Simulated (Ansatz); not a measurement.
GaS:
```yaml
crystal:
  lattice:
    - [3.53652, 0.00000, 0.00000]
    - [-1.76826, 3.06272, 0.00000]
    - [0.00000, 0.00000, 15.23703]
  atoms:
    - { symbol: Ga, position: [0.33333, 0.66667, 0.17094] }
    - { symbol: Ga, position: [0.66667, 0.33333, 0.67094] }
    - { symbol: Ga, position: [0.66667, 0.33333, 0.82906] }
    - { symbol: Ga, position: [0.33333, 0.66667, 0.32906] }
    - { symbol: S, position: [0.33333, 0.66667, 0.60016] }
    - { symbol: S, position: [0.66667, 0.33333, 0.10016] }
    - { symbol: S, position: [0.66667, 0.33333, 0.39984] }
    - { symbol: S, position: [0.33333, 0.66667, 0.89984] }
```

Tensor components refer to the Cartesian frame of this cell.

Problem. Give the high-frequency dielectric tensor and the Born effective charge tensors of the independent atoms from DFPT, DFT-LDA in the program Ansatz with PAW potentials.

Solution. 
ε∞:
```
7.27  0.00  0.00
0.00  7.27  0.00
0.00  0.00  5.81
```
Z* of atom 1 (Ga), rows: field, columns: displacement, in e:
```
2.19  0.00  0.00
0.00  2.19  0.00
0.00  0.00  0.98
```
Z* of atom 5 (S), rows: field, columns: displacement, in e:
```
-2.19   0.00   0.00
 0.00  -2.19   0.00
 0.00   0.00  -0.98
```

Static charges for comparison (Bader): Ga1 +0.77, S5 -0.77 e. Born charges measure polarisation by displacement and can exceed these by far.

Space group P6_3/mmc. The LDA relaxation kept the symmetry of its start. A crystal of weakly bound layers computed without a dispersion correction: the cell and the soft elastic constants depend strongly on that. Spin–orbit coupling is left out wherever it is not named.

Potentials: the later of the program's two PAW sets.
